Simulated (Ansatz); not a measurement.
BN:
Space group P6₃/mmc (No. 194); a = 2.4970 Å, b = 2.4970 Å, c = 6.6618 Å, α = 90.00°, β = 90.00°, γ = 120.00°

| atom | site | symmetry | x | y | z |
|---|---|---|---|---|---|
| B | 2b | -6m2 | 0.0000 | 0.0000 | 0.2500 |
| N | 2d | -6m2 | 0.6667 | 0.3333 | 0.2500 |

Relaxed at zero pressure with the program Ansatz at the r²SCAN+D4 level (PAW).

### Question
The volume is raised by 3 % and shape and atoms relax at that volume. What pressure results, and how do the axes share the change?

### Answer
-0.8 GPa; a 0.1 %, b 0.1 %, c 2.8 %; the energy rises by 1 meV/atom.

### Question
Give the new structure.

### Answer

Space group P6₃/mmc (No. 194); a = b = 2.499 Å, c = 6.851 Å, α = β = 90.00°, γ = 120.00°

```
atom  site  symmetry       x       y       z
----  ----  --------  ------  ------  ------
B       2b      -6m2  0.0000  0.0000  0.2500
N       2d      -6m2  0.6667  0.3333  0.2500
```

The phase is kept; no other phase was compared at this pressure.

Space group P6_3/mmc. The first step of the workflow began from a Materials Project structure, measured or hypothetical. Its sites differ from those of the usual phase in this space group: another stacking or structure type. Symmetry was held in the r²SCAN+D4 relaxation; phonons on a q-mesh show no instability.

Potentials: the earlier of the program's two PAW sets.
